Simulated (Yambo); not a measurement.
Material: K₂PtC₂ (space group P-3m1, No. 164); a = 5.1383 Å, b = 5.1383 Å, c = 5.1945 Å, α = 90.00°, β = 90.00°, γ = 120.00° (5 atoms in the cell). The geometry is that of Materials Project entry mp-976876, symmetrised and not relaxed again.

With norm-conserving PBEsol (Quantum ESPRESSO, 84 Ry, no spin-orbit coupling), the gap between the mesh's edge points (A → (0, 0.333, -0.5)) is 1.188 eV.

**Question.** What does a G0W0 run in Yambo give for it (3×3×2 Γ-centred k mesh, bands 5 to 219 and a 8 Ry block in the screening, 219 bands in G with the Bruneval-Gonze terminator, plasmon pole fitted at 27.2 eV)?

**Answer.** The correction is 0.882 eV, giving 2.070 eV, 1.7 times the PBEsol value. The mesh misses a band edge: along a dense path the PBEsol gap is 0.88 eV against 1.19 eV on the mesh. Nearest settings tried, and what they do to the gap: 139 bands in G: -3 meV; 3 Ry block (83 vectors against 327): -143 meV. Not varied: bands in W, mesh. So the settings aren't converged at that level. The k mesh is coarse. Without spin-orbit coupling, band edges of such heavy elements can be off by tenths of an eV.

The structure is a Materials Project entry; no match was found in the copy of COD used, and its stability was not checked.
